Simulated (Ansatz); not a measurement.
Relaxed GaN (zinc blende):

```
GaN
1.0
    0.00000     4.49791     4.49791
    2.24896     0.00000     2.24896
    2.24896     2.24896     0.00000
N Ga
2 2
Direct
  0.37500   0.75000   0.75000
  0.87500   0.75000   0.75000
  0.00000   0.00000   0.00000
  0.50000   0.00000   0.00000
```

A phonon eigenvector at L = (0.5, 0.0, 0.0) is frozen into this cell: atom i moves by Q times the vector below, so Q is the largest atomic displacement, in Å. The cell is held. It is one choice among 2 degenerate patterns. (q is in reciprocal vectors of the primitive cell; the cell shown is doubled to hold the pattern.)

```tsv
atom	x	y	z
N1	0.285	-0.520	0.805
N2	-0.285	0.520	-0.805
Ga3	0.046	-0.084	0.130
Ga4	-0.046	0.084	-0.130
```

Computed with r2SCAN (plane waves to 500 eV, PAW, scalar-relativistic; Ansatz, an electronic-structure program). k mesh 13×13×13 (Γ-centred), Fermi-Dirac smearing 0.05 eV. E stands for the smeared free energy. GaN was relaxed with its symmetry unable to fall. The zero of ΔE is the undisplaced structure.

```csv
Q (Å),ΔE (meV/cell)
-0.2800,withheld
-0.2333,1087
-0.1867,682
-0.1400,378
-0.0933,166
-0.0467,41
0.0000,0
0.0467,41
0.0933,166
0.1400,378
0.1867,682
0.2333,1087
0.2800,withheld
```

Q: Fit an even polynomial form (powers 2, 4) to the given rows and predict ΔE at Q = 0.2800.

A: Least squares on the 11 given rows: ΔE = (18880)·Q² + (20080)·Q⁴, in meV/cell with Q in Å; root-mean-square residual 0.3 meV/cell. At 0.2800 the fit gives 1604 meV/cell; the calculation gives 1605 meV/cell, so the extrapolation is off by -1 (-0.1 %). The quadratic term alone would give 1480 meV/cell.

(A displaced cell: forces are minus the slopes of the energy, force constants its curvatures, and phonons follow from these.)
